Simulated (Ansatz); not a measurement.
Every step of a relaxation of hcp Ru (0001), 2 layers

DFT, PBEsol, PAW with Ansatz's default frozen-core files, scalar-relativistic (Ansatz 0.2.0); a Γ-centred 15×15×1 k mesh, Fermi–Dirac smearing of 0.05 eV, no spin polarisation. The run relaxes the atoms in the fixed cell.

Command: `ansatz run input.yaml --threads 1 --pin off --max-ram 3584MiB --backend cpu --events-out ev --progress --plain --runs-dir out` It took 25 s on 1 thread of Intel(R) Xeon(R) Platinum 8488C (Sapphire Rapids), on a shared host, peak memory 0.46 GiB.

```yaml
crystal:
  lattice:
    - [2.6901084693, 0.0, 0.0]
    - [-1.3450542347, 2.3297022734, 0.0]
    - [0.0, 0.0, 18.1249]
  atoms:
    - { symbol: Ru, position: [0.833333333, 0.166666667, 0.4413815735] }
    - { symbol: Ru, position: [0.166666667, 0.833333333, 0.5586184265] }
kpoints:
  mp_grid: { grid: [15, 15, 1] }
scf:
  occupations: { method: fermi_dirac, width: 0.05 }
hamiltonian:
  xc: pbesol
  pseudopotentials: { kind: paw }
output:
  forces: true
  stress: true
  eigenvalues: true
  write_density: true
  write_potential: true
  elf: true
  volumetric_format: npy
relax:
  f_tol: 0.01
  max_steps: 40
efield:
  axis: 3
  amplitude: 0
  dipole_correction: true
```

Each step lists its free energy a cell above the last geometry, and Cartesian positions (Å) with forces (eV/Å).

The first step:

```
step 1  dF = 144.83 meV
  Ru 2.0176 0.3883 8.0000   0.0000 0.0000 1.5031
  Ru -0.6725 1.9414 10.1249   0.0000 0.0000 -1.5031
```

The PAW files were made under PBE.

**Question.** Where does the relaxation end, and by which steps?

**Answer.** After 5 geometries, with a shortest distance of 2.500 Å. The further steps:
```
step 2  dF = 39.52 meV
  Ru 2.0176 0.3883 8.1163   0.0000 0.0000 -1.2454
  Ru -0.6725 1.9414 10.0086   0.0000 0.0000 1.2454
step 3  dF = 0.65 meV
  Ru 2.0176 0.3883 8.0779   0.0000 0.0000 0.1379
  Ru -0.6725 1.9414 10.0470   0.0000 0.0000 -0.1379
step 4  dF = 0.00 meV
  Ru 2.0176 0.3883 8.0822   0.0000 0.0000 0.0120
  Ru -0.6725 1.9414 10.0427   0.0000 0.0000 -0.0120
step 5  dF = 0.00 meV
  Ru 2.0176 0.3883 8.0827   0.0000 0.0000 -0.0044
  Ru -0.6725 1.9414 10.0422   0.0000 0.0000 0.0044
```
